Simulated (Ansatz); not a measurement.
# A trial form of InC2

Computed with Ansatz, DFT PBE, scalar-relativistic, plane waves, PAW. Cutoff 420 eV, Gaussian smearing, Γ-centred meshes. Cell and atoms relax first on a coarse mesh and then on a finer one. In between, the cell is made exact in the group found at 0.06 Å. In metals the finer mesh still leaves noise of several meV/atom or more. The steps can't lower the symmetry of their start. No spin polarisation in the relaxation; trial moments died out in a coarse test.

The cell of InC2 is invented: 4-, 6-connected net, elements by coordination (Pa-3, No. 205). Lengths were set from tabulated atomic sizes, so they are only a guess.

```
In C
1.0
     5.11202    0.00000    0.00000
     0.00000    5.11202    0.00000
     0.00000    0.00000    5.11202
In C
4 8
Direct
  0.00000 0.00000 0.00000
  0.50000 0.00000 0.50000
  0.50000 0.50000 0.00000
  0.00000 0.50000 0.50000
  0.61901 0.88099 0.11901
  0.88099 0.11901 0.61901
  0.11901 0.61901 0.88099
  0.38099 0.38099 0.38099
  0.61901 0.61901 0.61901
  0.88099 0.38099 0.11901
  0.11901 0.88099 0.38099
  0.38099 0.11901 0.88099
```

The zero of energy is the elements' standard structures at the same level; no fitted shifts are applied.

Question: Where does the relaxation end?

Answer: The symmetry stays Pa-3 (No. 205). The end has the pyrite type. The volume per atom grows by 27.9 %, from 11.1 to 14.2 Å³. The shortest distance goes from 2.11 Å (C–C) to 1.29 Å (C–C). The energy falls by about 1.7 eV/atom (the start's value is from the coarse mesh). Conventional cell: a = 5.549 Å. In has 6 C at 2.46 Å; around C lie 1 C at 1.29 Å and 3 In at 2.46 Å.

```xyz
12
Lattice="5.5491 0.0000 0.0000 0.0000 5.5491 0.0000 0.0000 0.0000 5.5491" Properties=species:S:1:pos:R:3 pbc="T T T"
In    0.0000    0.0000    0.0000
In    2.7745    0.0000    2.7745
In    2.7745    2.7745    0.0000
In    0.0000    2.7745    2.7745
C     3.1470    5.1767    0.3724
C     5.1767    0.3724    3.1470
C     0.3724    3.1470    5.1767
C     2.4021    2.4021    2.4021
C     3.1470    3.1470    3.1470
C     5.1767    2.4021    0.3724
C     0.3724    5.1767    2.4021
C     2.4021    0.3724    5.1767
```

Question: Give its energy and gap.

Answer:

* Energy over the elements: +1.11 eV/atom
* Gap on the 8×8×8 mesh of the 12-atom cell: 0 eV (a metal)

It can't be a ground state, since the elements alone are lower.

The last run used Gaussian smearing of 0.10 eV. The reference form of C is held partly by dispersion forces, which this level lacks. Symmetry constrained the relaxation, so the result can be a saddle point.
